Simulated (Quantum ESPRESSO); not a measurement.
**Band energies of Rh₂O₃**

```
CELL_PARAMETERS angstrom
      2.57161     1.48472     4.62916
     -2.57161     1.48472     4.62916
      0.00000    -2.96944     4.62916
ATOMIC_POSITIONS crystal
  O  0.04986 0.45014 0.75000
  O  0.95014 0.54986 0.25000
  O  0.75000 0.04986 0.45014
  O  0.25000 0.95014 0.54986
  O  0.45014 0.75000 0.04986
  O  0.54986 0.25000 0.95014
  Rh 0.84919 0.84919 0.84919
  Rh 0.15081 0.15081 0.15081
  Rh 0.65081 0.65081 0.65081
  Rh 0.34919 0.34919 0.34919
```

LDA (Quantum ESPRESSO, PseudoDojo norm-conserving, 88 Ry, scalar-relativistic); path ΓLB1,BZΓX,QFP1Z,LP; energies in eV from the valence-band maximum.

```csv
k (1/Å),point,band 48,band 49,band 50,band 51,band 52,band 53,band 54,band 55
0.00,Γ,-1.43,-0.62,-0.62,-0.42,0.00,0.80,0.80,0.96
0.25,,-1.30,-0.63,-0.61,-0.45,-0.07,0.78,0.81,1.11
0.74,L,-1.02,-0.87,-0.87,-0.61,-0.61,1.40,1.40,1.68
0.93,,-0.93,-0.78,-0.78,-0.64,-0.64,1.14,1.14,1.59
1.32,B1,-0.90,-0.71,-0.71,-0.52,-0.52,0.71,0.71,1.30
1.32,B,-0.90,-0.71,-0.71,-0.52,-0.52,0.71,0.71,1.30
1.75,,-1.04,-0.92,-0.92,-0.71,-0.71,1.14,1.14,1.75
1.96,Z,-1.03,-1.03,-1.03,-1.01,-1.01,1.48,1.48,1.48
2.19,,-1.29,-0.79,-0.62,-0.62,-0.49,1.07,1.07,1.42
2.41,,-1.42,-0.53,-0.52,-0.52,-0.12,0.83,0.83,1.09
2.64,Γ,-1.43,-0.62,-0.62,-0.42,0.00,0.80,0.80,0.96
2.82,,-1.38,-0.63,-0.58,-0.44,-0.04,0.75,0.78,1.06
3.00,,-1.16,-0.72,-0.61,-0.56,-0.11,0.79,0.88,1.22
3.36,,-0.88,-0.71,-0.65,-0.64,-0.50,0.75,1.14,1.20
3.54,X,-0.86,-0.67,-0.65,-0.51,-0.49,0.68,0.76,1.12
3.54,Q,-0.86,-0.67,-0.65,-0.51,-0.49,0.68,0.76,1.12
3.86,F,-1.11,-0.83,-0.53,-0.51,-0.32,0.53,0.86,0.99
3.86,P1,-1.00,-0.97,-0.58,-0.53,-0.47,0.66,0.91,1.08
4.00,,-1.00,-0.87,-0.72,-0.58,-0.49,0.75,0.95,1.30
4.14,,-0.99,-0.91,-0.81,-0.69,-0.60,0.97,1.10,1.60
4.42,Z,-1.03,-1.03,-1.03,-1.01,-1.01,1.48,1.48,1.48
4.42,L,-1.02,-0.87,-0.87,-0.61,-0.61,1.40,1.40,1.68
4.66,,-1.01,-0.92,-0.62,-0.61,-0.53,1.04,1.15,1.36
4.90,P,-1.00,-0.97,-0.58,-0.53,-0.47,0.66,0.91,1.08
```

The LDA gap is indirect, 0.53 eV, from Γ to F; the smallest direct gap is 0.79 eV.

Spin-orbit splittings are left out.

Geometry of the Materials Project entry, not relaxed at this level.
